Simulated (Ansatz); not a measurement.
# Cd3HgO4: phonons across the zone

All numbers below come from Ansatz, DFT PBE, scalar-relativistic, plane waves, PAW. Plane waves to 420 eV; Γ-centred k mesh 12×8×6; Fermi-Dirac smearing of 0.15 eV. No spin polarisation. Phonons by linear response, acoustic sum rule imposed.

Equilibrium structure at this level:
```
CELL_PARAMETERS angstrom
3.40732 0.00000 0.00000
0.00000 4.78225 0.00000
0.00000 0.00000 6.82974
ATOMIC_POSITIONS crystal
Cd 0.50000 0.50000 0.25269
Cd 0.00000 0.00000 0.50000
Cd 0.50000 0.50000 0.74731
Hg 0.00000 0.00000 0.00000
O 0.00000 0.50000 0.00000
O 0.50000 0.00000 0.26159
O 0.00000 0.50000 0.50000
O 0.50000 0.00000 0.73841
```

The cell was found from a structure generator's guess, not taken from experiment. In a metal, frequencies and elastic constants depend on the k mesh and the smearing, soft modes and shear constants most. Spin–orbit coupling is left out, which matters for heavy elements. The q mesh is coarse, so values between its points are rough.

Force constants from linear response on a 2×2×1 q mesh.

(1) Is the structure dynamically stable on the q mesh?

(2) Give the frequencies (cm⁻¹) at the zone-boundary points of high symmetry (interpolated where a point lies off the q mesh).

Answers

(1) No: at q = (-0.500, -0.500, 0.000) a mode is imaginary, 24i cm⁻¹.

(2)
```
point                  q                                                                                 frequencies
    X  0.500 0.000 0.000     64 69 74 88 88 91 98 98 114 121 132 147 152 154 268 268 269 276 293 311 332 338 355 367
    S  0.500 0.500 0.000  24i 74 79 86 90 92 105 111 114 117 118 132 137 144 178 180 278 280 297 300 313 314 387 391
    Y  0.000 0.500 0.000      51 51 55 65 66 86 89 90 91 101 122 132 137 142 174 180 226 234 257 260 335 348 389 390
    Z  0.000 0.000 0.500    36i 46 51 52 74 75 90 95 110 111 124 130 150 183 204 233 248 252 268 286 317 333 335 362
    U  0.500 0.000 0.500    32i 65 72 88 90 94 97 98 109 130 146 148 152 222 236 268 276 294 295 310 318 320 358 359
    R  0.500 0.500 0.500  23 74 76 78 86 100 102 103 117 139 151 162 170 171 184 203 211 221 250 312 350 362 370 373
    T  0.000 0.500 0.500   12i 13 24 70 71 73 86 101 115 128 146 158 167 168 172 174 216 218 226 259 341 353 377 386
```
